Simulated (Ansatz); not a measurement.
# Computed properties of SiGe

SiGe:
```yaml
crystal:
  lattice:
    - [1.96221, 1.13288, 6.39973]
    - [-1.96221, 1.13288, 6.39973]
    - [0.00000, -2.26576, 6.39973]
  atoms:
    - { symbol: Si, position: [0.93882, 0.93882, 0.93882] }
    - { symbol: Si, position: [0.06118, 0.06118, 0.06118] }
    - { symbol: Ge, position: [0.43597, 0.43597, 0.43597] }
    - { symbol: Ge, position: [0.56403, 0.56403, 0.56403] }
```

Space group R-3m (No. 166); conventional cell a = b = 3.9244 Å, c = 19.1992 Å, α = β = 90.00°, γ = 120.00°.

Method: r²SCAN (plane waves, PAW; program Ansatz). Geometry: relaxed at this level of theory. Other levels are named where they apply.

**Cell and energy**

```json
{
 "volume_per_atom": "21.34 Å³",
 "density": "3.92 g/cm³",
 "Formation energy from the elements (no fitted shifts)": "0.008 eV/atom"
}
```

**Electronic structure**

```json
{
  "band_gap": "0.65 eV (indirect)",
  "valence_band_maximum": "at Γ",
  "conduction_band_minimum": "at F (3 equivalent valleys)",
  "smallest_direct_gap_on_the_standard_path": "1.24 eV",
  "electron_effective_mass": "0.11, 0.22, 1.3 mₑ (principal values)",
  "Electron effective mass with spin–orbit coupling": "0.11, 0.22, 1.3 mₑ (principal values)",
  "Hole effective mass, band 1 of 2 at the edge": "0.34 along x, 0.56 along z (mₑ)",
  "Hole effective mass, band 2 of 2 at the edge": "0.070 along x, 0.56 along z (mₑ)",
  "Hole effective mass with spin–orbit coupling": "0.12 along x, 0.55 along z (mₑ)",
  "HSE06 gap on the r²SCAN cell": "1.00 eV",
  "Gap with spin–orbit coupling": "0.59 eV"
}
```

**Mechanics**

```json
{
  "Bulk modulus (Birch–Murnaghan fit)": "84.1 GPa",
  "Pressure derivative B′": "4.5",
  "Elastic constants (relaxed ions, GPa)": "C11 = 177, C12 = 43.3, C13 = 33.3, C14 = -13.1, C33 = 185, C44 = 56.9",
  "mechanical_stability": "stable (all eigenvalues of C positive)",
  "hill_bulk_and_shear_moduli": "84.3 and 63.2 GPa",
  "Young's modulus": "152 GPa",
  "Poisson's ratio": "0.20",
  "debye_temperature_from_the_elastic_constants": "476 K"
}
```

**Charges**

```json
{
  "bader_charges": "Si +0.27, Ge -0.27 e"
}
```

The start of the workflow was typed in or built on a structure type; neither database checked (COD, Materials Project) lists it. Whether it is the stable phase at ambient conditions was not checked. Symmetry was held in the r²SCAN relaxation; its stability against distortions is not shown here. The references are the lowest solids computed at this level, not always the standard phases. Spin–orbit coupling is left out wherever it is not named.

Potentials: the later of the program's two PAW sets.
